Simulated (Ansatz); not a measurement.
The elements of this relaxed trial crystal are hidden behind letters.

```
lattice vectors (Å)
   3.3873    0.0000    0.0000
   0.0000    3.6158    3.9633
   0.0000   -3.6158    3.9633
fractional positions
X 0.5000 0.5536 0.5536
Z 0.0000 0.9974 0.9974
Q 0.5000 0.7676 0.0570
Q 0.5000 0.0570 0.7676
Q 0.5000 0.1571 0.1571
Q 0.0000 0.8650 0.3398
Q 0.0000 0.3398 0.8650
Q 0.0000 0.7625 0.7625
```

Computed with DFT PBE, scalar-relativistic, plane waves, PAW in Ansatz. The final run on the 8-atom cell used 420 eV, a Γ-centred 8×6×6 mesh, 0.02 eV smearing and no spin polarisation.

| Item | Value |
| --- | --- |
| Space group | Amm2 (No. 38) |
| Conventional cell | a = 3.387 Å, b = 7.232 Å, c = 7.927 Å |
| Volume per atom | 12.14 Å³ |
| Density | 5.51 g/cm³ |
| Formation energy | −0.352 eV/atom |
| Gap on the 8×6×6 mesh of the 8-atom cell | 2.41 eV |

Energies are uncorrected and count from the elements' standard states at the same level.

Task: X is an s-block element of period 6, Z is a d-block element of period 6 and Q is an s-block element of period 1. Which elements are they?

Result: X = Ba, Z = Hf, Q = H, so the formula is BaHfH6. Density times volume gives a mean mass of 5.51 × 12.14/1.6605 = 40.3 u per atom, and this set has 40.2 u. Ba has 2 H at 2.37 Å, 4 H at 2.57 Å, 2 H at 2.80 Å, 3 H at 3.03–3.14 Å, 2 Ba at 3.39 Å, 2 H at 3.71 Å and 6 Hf at 3.90–4.02 Å; around Hf lie 3 H at 1.86–1.91 Å, 6 H at 2.10–2.11 Å, 2 Hf at 3.39 Å, 2 H at 3.66 Å, 6 H at 3.87–3.89 Å and 6 Ba at 3.90–4.02 Å; H on a site of symmetry m has 6 H at 2.09–2.36 Å and 2 Hf at 2.10 Å; 3 more sites not described. Other sets within the hints have nearly the same mass, so mass alone doesn't settle it; this one was computed.

These runs have no spin–orbit coupling, which can matter for Hf. Kohn–Sham gaps at this level usually fall short of measured ones. This cell was reached by moving the atoms of another relaxed cell at random and relaxing again, last within the group found; it had no such test of its own.
